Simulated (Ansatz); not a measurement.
## Li3Au: computed property card

Li3Au:
```cif
data_AuLi3
_chemical_formula_sum 'Li3 Au1'
_space_group_name_H-M_alt 'P 1'
_space_group_IT_number 1
_cell_length_a 4.42367
_cell_length_b 4.42367
_cell_length_c 4.42367
_cell_angle_alpha 60.000
_cell_angle_beta 60.000
_cell_angle_gamma 60.000
loop_
_space_group_symop_operation_xyz
  'x, y, z'
loop_
_atom_site_label
_atom_site_type_symbol
_atom_site_fract_x
_atom_site_fract_y
_atom_site_fract_z
_atom_site_occupancy
Li1 Li 0.25000 0.25000 0.25000 1
Li2 Li 0.75000 0.75000 0.75000 1
Li3 Li 0.50000 0.50000 0.50000 1
Au1 Au 0.00000 0.00000 0.00000 1
```

Space group Fm-3m (No. 225); conventional cell a = b = c = 6.256 Å, α = β = γ = 90.00°.

Method: plane-wave PAW r²SCAN (Ansatz code). Structure relaxed to zero pressure with the same functional. Other levels are named where they apply.

### Cell and energy

| Property | Result |
|---|---|
| Volume per atom | 15.30 Å³ |
| Density | 5.91 g/cm³ |
| Formation energy from the elements (no fitted shifts) | -0.39 eV/atom |

### Electronic structure

| Item | Value |
|---|---|
| Electronic character | metallic (no gap) |
| Density of states at the Fermi level | 0.29 states/eV per atom (mean over ±0.08 eV) |
| Gap with spin–orbit coupling | none (metallic) |

### Mechanics

| Item | Result |
|---|---|
| Bulk modulus (Birch–Murnaghan fit) | 36.4 GPa |
| Pressure derivative B′ | 4.1 |

### Charges

| Quantity | Value |
|---|---|
| Bader charges | Li +0.85, Au -2.55 e |

The workflow started from an entry of the Crystallography Open Database (COD). Its standing as an ambient phase is unchecked. The cell was relaxed with r²SCAN under the symmetry of its start; whether a distortion lowers the energy is not shown. The references are the lowest solids computed at this level, not always the standard phases. Spin–orbit coupling is left out wherever it is not named.

Potentials: the later of the program's two PAW sets.
